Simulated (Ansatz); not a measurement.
An Ansatz (an electronic-structure program) run. Input:

Ansatz 0.2 input:
```yaml
crystal:
  lattice:
    - [3.8869123717, 0.0, 0.0]
    - [0.0, 3.8869123717, 0.0]
    - [0.0, 0.0, 3.8869123717]
  atoms:
    - { symbol: Na, position: [0.0, 0.0, 0.0] }
    - { symbol: Mg, position: [0.5, 0.5, 0.5] }
    - { symbol: F, position: [0.5, 0.5, 0.0] }
    - { symbol: F, position: [0.0, 0.5, 0.5] }
    - { symbol: F, position: [0.5, 0.0, 0.5] }
kpoints:
  mp_grid: { grid: [7, 7, 7] }
hamiltonian:
  xc: r2scan
  pseudopotentials: { kind: paw }
scf:
  occupations: { method: fixed }
checkpoint: { read: static.run }
output: { write_density: true, elf: true, volumetric_format: npy }
basis: { fft_grid_basis: typed }
```

Output (shortened):

```
Pseudopotentials: kind: paw
Pseudopotential: Na, paw, valence charge 9
Pseudopotential: Mg, paw, valence charge 10
Pseudopotential: F, paw, valence charge 7
Functional definition: r2SCAN
Crystal: 5 atoms, lattice volume = 58.724 Å³
Basis set: ecut = 500 eV, 1503 PW (Γ), exchange–correlation on 120×120×120 points (64 copies of the dense FFT grid, shifted against one another)
Bands: 25, of which v1, the nominal top of the filled ones, is band 20 counted from 1 (19 counted from 0)
Symmetry: 48 space group operations
Space group: Pm-3m (ITA 221), of the structure as read, at distance tolerance 3.9e-5 Å
k-points: 20 of 343
PAW frozen core: Na, regenerated for the run's functional
PAW frozen core: Mg, regenerated for the run's functional
PAW frozen core: F, regenerated for the run's functional
Initial density: read from a saved state, or passed on in memory by an earlier SCF of this step, an earlier step, the calling program or the single point that …
Stability of the state it starts from, as read at its close in the unpolarized treatment …
Initial wavefunctions: pseudopotential atomic-orbital guess
Eigensolver: davidson
Functional: x = r2scan, c = r2scan; τ floored in thin density (d = 2e-4 eV/Å³)
iter 1 solved again at ethr=4.45e-9 eV; its pass at ethr=3.10e-3 eV (dr2=1.78e-6 eV) is discarded
SCF iter   1: F=—  HF=-5852.899977 eV  |F-HF|=—  |Δ(HF+E_count)|=         —  Δρ=2.75e-7  dr2=2.93e-11  dr2_τ=3.55e-12  ethr=4.45e-9  ⟨swp⟩=4.0  Hψ=3566  notcnv=0  defer=59
all-band conjugate gradients solve this SCF's bands
preconditioner: auto → Resta (q_TF=auto, 2.559 Å⁻¹)
SCF iter   2: F=-5852.899977 eV  HF=-5852.899977 eV  |F-HF|=1.00e-11  |Δ(HF+E_count)|=   4.20e-8  Δρ=2.70e-7  dr2=1.33e-11  dr2_τ=3.27e-12  ethr=1.00e-12  ⟨swp⟩=8.6  Hψ=2258  notcnv=0
SCF 1 converged in 2 iterations: F = -5852.899977 eV  dr2 = 1.33e-11
SCF converged after 2 iterations
Free energy (F): -5852.899977 eV
Harris-Foulkes:  -5852.899977 eV  (|F-HF|=1.00e-11)
Internal energy: -5852.899977 eV  (E = F + TS)
E sigma→0 (E₀):  -5852.899977 eV
Fermi energy:    1.280316 eV
--- Per-component energies (eV) ---
  E_band       = -696.519749
  E_kinetic    = 827.271043
  E_local      = -4446.179575  (includes V_loc(G=0)·N_el)
  E_nonlocal   = 429.458949
  E_hartree    = 1605.906099
  E_xc         = -305.048459
  E_vxc        = -448.892145  (∫ρ·V_xc dr)
  E_paw        = -1173.215356  (= ΣΔE_a)
  E_vpaw       = -304.088311  (= ΣTr[D̂ρ^β])
  E_aug_tail   = 0.003210  (compensation charges beyond the density's cutoff)
  E_vtau       = 34.094747  (kinetic-family band-sum trace: ∫τ·v_τ [+ j·A + Jᵃ·Aᵃ] dr)
  E_ewald      = -2790.949240
  E_core_change = -0.146650  (= ΣΔE_core)
  E_smearing   =  0.000000  (= −TS)
  E_closure    =  0.000000  (closes the sum)
  Σ components = -5852.899977   (vs F -5852.899977, Δ=0.00e0)
  [band-id]    e_kinetic+e_local+e_nonlocal+2·e_hartree+e_vxc+e_vpaw+e_augmentation_tail+e_vtau = -696.519882   (vs E_band -696.519749, Δ=-1.33e-4)
--- Band table (eV; the first three rows and the last of 20) ---
  k-point 0: bands = ["-71.4554", "-48.9148", "-36.5821", "-36.5821", "-36.5821", "-20.2236", "-19.4089", "-19.4089", "-19.3163", "-19.3163", "-19.3163", "-1.4184", "-1.4184", "-1.4184", "0.6200", "0.6200", "0.6200", "0.8654", "0.8654", "0.8654", "8.3844", "15.8994", "15.8994", "16.5484", "18.3920"]
  k-point 1: bands = ["-71.4554", "-48.9147", "-36.5844", "-36.5820", "-36.5820", "-20.1935", "-19.4611", "-19.4072", "-19.3159", "-19.3159", "-19.2800", "-1.3831", "-1.3640", "-1.3640", "0.5734", "0.5734", "0.5800", "0.6547", "0.8318", "0.8318", "8.7338", "15.2264", "16.1589", "16.6936", "18.1537"]
  k-point 2: bands = ["-71.4553", "-48.9146", "-36.5896", "-36.5819", "-36.5819", "-20.1209", "-19.5390", "-19.4035", "-19.3152", "-19.3152", "-19.2429", "-1.2575", "-1.2240", "-1.2240", "0.1609", "0.4169", "0.4169", "0.4916", "0.7908", "0.7908", "9.6563", "13.8811", "16.8037", "17.2970", "17.8482"]
  k-point 19: bands = ["-71.4552", "-48.9139", "-36.5932", "-36.5932", "-36.5932", "-19.6323", "-19.5758", "-19.5758", "-19.3186", "-19.3186", "-19.3031", "-2.6543", "-1.0231", "-0.9850", "-0.9850", "0.0865", "0.0865", "1.2520", "1.2520", "1.2803", "12.9560", "14.7529", "15.3208", "15.3208", "16.3570"]
  band table: 25 of 25 bands, residual norms ≤ 1.0e-3 eV
```

Cost: about 5 core-seconds (a rough figure) on shared cores.

The first step of the workflow began from a Materials Project structure, measured or hypothetical; the Crystallography Open Database copy checked does not list it. COD files the formula under space group No. 62. Its standing as an ambient phase is unchecked. The cell was relaxed with r²SCAN under the symmetry of its start; whether a distortion lowers the energy is not shown.

Potentials: the later of the program's two PAW sets.

Ansatz is a plane-wave DFT program.
